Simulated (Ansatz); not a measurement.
The start is a relaxed Li cell, doubled along one cell vector, shaken by Gaussian noise of σ = 0.08 Å a coordinate. The cell and all atomic positions are relaxed at zero pressure with r2SCAN (plane waves to 500 eV, PAW, scalar-relativistic; Ansatz, a quantum-chemistry and plane-wave program). First-step values are on the input's coarse k-mesh.

Ansatz input (later rounds restart from its end on a renewed k-mesh):
Ansatz 0.2 input:
```yaml
crystal:
  lattice:
    - [6.2064263776, 0, 0]
    - [-1.5516065944, 2.6874614549, 0]
    - [0, 0, 10.0656299668]
  atoms:
    - { symbol: Li, position: [-0.0012542448, -0.0391835538, 0.0012040026] }
    - { symbol: Li, position: [0.5102720576, 0.0038958687, 0.0014567403] }
    - { symbol: Li, position: [0.00599796, -0.0005593952, 0.5010012714] }
    - { symbol: Li, position: [0.507660568, -0.047811782, 0.4960213335] }
    - { symbol: Li, position: [0.1773787723, 0.7040089355, 0.2517533023] }
    - { symbol: Li, position: [0.6816716469, 0.6661671799, 0.2597745731] }
    - { symbol: Li, position: [0.3393321366, 0.3628288863, 0.741559977] }
    - { symbol: Li, position: [0.8198578104, 0.3369686589, 0.7474779634] }
basis: { ecutwfc: 500, ecutrho_ratio: 4, xc_grid: 4, fft_grid_basis: typed }
kpoints: { mp_grid: { grid: [6, 12, 4] } }
hamiltonian:
  xc: r2scan
  dispersion: none
  pseudopotentials: { kind: paw }
scf: { occupations: { method: fermi_dirac, width: 0.05 } }
relax: { f_tol: 0.01, max_steps: 100, cell: { stress_tol: 0.02 } }
output: { forces: true, stress: true }
```

Task: Which atoms feel the largest initial force, and how large is it?

Result: 0.17 eV/Å, on Li7 (atoms numbered as listed).

Task: By how much does the energy per atom fall from start to end?

Result: Under 0.01 eV/atom.

Task: What band gap does the relaxed structure have at this level?

Result: Zero (metallic).

It ends as:

Space group P6₃/mmc (No. 194); a = b = 3.1022 Å, c = 10.0668 Å, α = β = 90.00°, γ = 120.00°

| atom | site | symmetry | x | y | z |
|---|---|---|---|---|---|
| Li | 2a | -3m. | 0.0000 | 0.0000 | 0.0000 |
| Li | 2c | -6m2 | 0.3333 | 0.6667 | 0.2500 |

Final values are on a 17×5×17 k-mesh of the relaxed cell. No spin polarisation in the result.

The relaxed structure here is a generated cell of Li: the first start was made by placing the elements on the sites of a structure type, and the end was not matched to a known phase here, so it may be hypothetical. Known forms of Li include space group No. 229.
